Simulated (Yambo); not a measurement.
BeTe (zinc blende, space group F-43m, No. 216), G0W0@LDA in Yambo (4×4×4 mesh, plasmon pole; 10 Ry block, no terminator). The number N of bands in W and G is varied.

```json
[
 {"N": "37", "x = 1/N": "0.02703", "gap Γ → X (eV)": "3.133", "shift of the valence edge (eV)": "-0.617"},
 {"N": "57", "x = 1/N": "0.01754", "gap Γ → X (eV)": "3.147", "shift of the valence edge (eV)": "-0.826"},
 {"N": "78", "x = 1/N": "0.01282", "gap Γ → X (eV)": "3.184", "shift of the valence edge (eV)": "-0.954"},
 {"N": "104", "x = 1/N": "0.00962", "gap Γ → X (eV)": "?", "shift of the valence edge (eV)": "?"}
]
```

Question: Basis-set arguments suggest E = E∞ + A x. Fix A and E∞ from the two rows above the withheld one, predict the row at 104 bands, and test the form.

Answer: Gap: A = (3.184 − (3.147))/(0.01282 − 0.01754) = -7.84, E∞ = 3.284 eV, so 3.209 eV is predicted; the run gave 3.220 eV (miss 11 meV). The first two rows have slope -1.48, so the form doesn't hold yet over the whole range. Shift: A = (-0.954 − (-0.826))/(0.01282 − 0.01754) = 27.1, E∞ = -1.302 eV, so -1.041 eV is predicted; the run gave -1.048 eV (miss 7 meV). The first two rows have slope 22.0, so the form doesn't hold yet over the whole range. The other settings are held fixed.

The standard potential for Te keeps a d shell in the valence without the s and p states of that shell. In tests on such compounds this moved G0W0 gaps by up to about 0.9 eV, so absolute quasiparticle energies here are unreliable; differences between settings are what counts.

Spin-orbit coupling is not included.

Geometry relaxed with LDA; primitive cell a = 3.928 Å, b = 3.928 Å, c = 3.928 Å, α = 60.00°, β = 60.00°, γ = 60.00°.

A shift is the quasiparticle energy of the state minus its LDA energy.
